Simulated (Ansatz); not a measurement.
Os:
```cif
data_Os2
_chemical_formula_sum 'Os2'
_space_group_name_H-M_alt 'P63/mmc'
_space_group_IT_number 194
_space_group_name_Hall '-P 6c 2c'
_cell_length_a 2.73835
_cell_length_b 2.73835
_cell_length_c 4.31859
_cell_angle_alpha 90.000
_cell_angle_beta 90.000
_cell_angle_gamma 120.000
loop_
_atom_site_label
_atom_site_type_symbol
_atom_site_symmetry_multiplicity
_atom_site_Wyckoff_symbol
_atom_site_fract_x
_atom_site_fract_y
_atom_site_fract_z
_atom_site_occupancy
Os1 Os 2 c 0.33333 0.66667 0.25000 1
```

Relaxed at zero pressure with DFT-r²SCAN in the program Ansatz with PAW potentials.

Task: The volume is lowered by 3 % and shape and atoms relax at that volume. What pressure results, and how do the axes share the change?

Result: 14.0 GPa; a -1.1 %, b -1.1 %, c -0.9 %; the energy rises by 18 meV/atom.

Task: Give the new structure.

Result: 
Space group P6₃/mmc (No. 194); a = b = 2.709 Å, c = 4.280 Å, α = β = 90.00°, γ = 120.00°

| atom | site | symmetry | x | y | z |
|---|---|---|---|---|---|
| Os | 2c | -6m2 | 0.3333 | 0.6667 | 0.2500 |

The phase is kept; no other phase was compared at this pressure.

Space group P6_3/mmc (hcp (Mg type)). The cell was relaxed with r²SCAN under the symmetry of its start. No spin polarisation was allowed. Axis ratios of metals converge slowly with the k-mesh, so a and c are less sure than the volume. Spin–orbit coupling is left out wherever it is not named.

Potentials: the earlier of the program's two PAW sets. The files were generated under PBE; for other functionals the program regenerates the frozen cores, and for LDA and PBEsol the local potential too.
